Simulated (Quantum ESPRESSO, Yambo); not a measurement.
## Quasiparticle gap of Ca2Si at -0.7 % isotropic strain

```
CELL_PARAMETERS angstrom
      0.00000     3.51937     3.51937
      3.51937     0.00000     3.51937
      3.51937     3.51937     0.00000
ATOMIC_POSITIONS crystal
  Si 0.00000 0.00000 0.00000
  Ca 0.75000 0.75000 0.75000
  Ca 0.25000 0.25000 0.25000
```

The PBEsol cell relaxed from Materials Project entry mp-1009733 was given an isotropic strain of -0.7 % on all lattice vectors, and the atoms were relaxed again.

Starting point: PBEsol (pw.x of Quantum ESPRESSO, ONCV potentials, without SOC). G0W0 in Yambo: 4×4×4 Γ-centred k mesh, bands 3 to 164 and a 8 Ry block in the screening, 164 bands in G with the Bruneval-Gonze terminator, plasmon pole fitted at 27.2 eV.

```yaml
PBEsol gap along the band path: 0.43 eV
PBEsol gap between the mesh's edge points (X → X): 0.43 eV
G0W0 gap between the same points: 1.09 eV
smallest G0W0 gap among all computed states (the edges move to other k points): 1.02 eV
```

| k point | band | E PBEsol (eV) | E QP (eV) | shift (eV) | Z |
|---|---|---|---|---|---|
| Γ | VB | -0.46 | -0.87 | -0.40 | 0.75 |
| Γ | CB | 1.83 | 2.54 | 0.71 | 0.76 |
| L | VB | -0.10 | -0.57 | -0.47 | 0.75 |
| L | CB | 2.44 | 2.90 | 0.46 | 0.76 |
| X | VB | 0.00 | -0.64 | -0.64 | 0.75 |
| X | CB | 0.43 | 0.45 | 0.02 | 0.77 |

Energies count from the PBEsol valence-band maximum.

Convergence of the G0W0 settings was not tested.

The structure is a Materials Project entry; no match was found in the copy of COD used, and its stability was not checked.
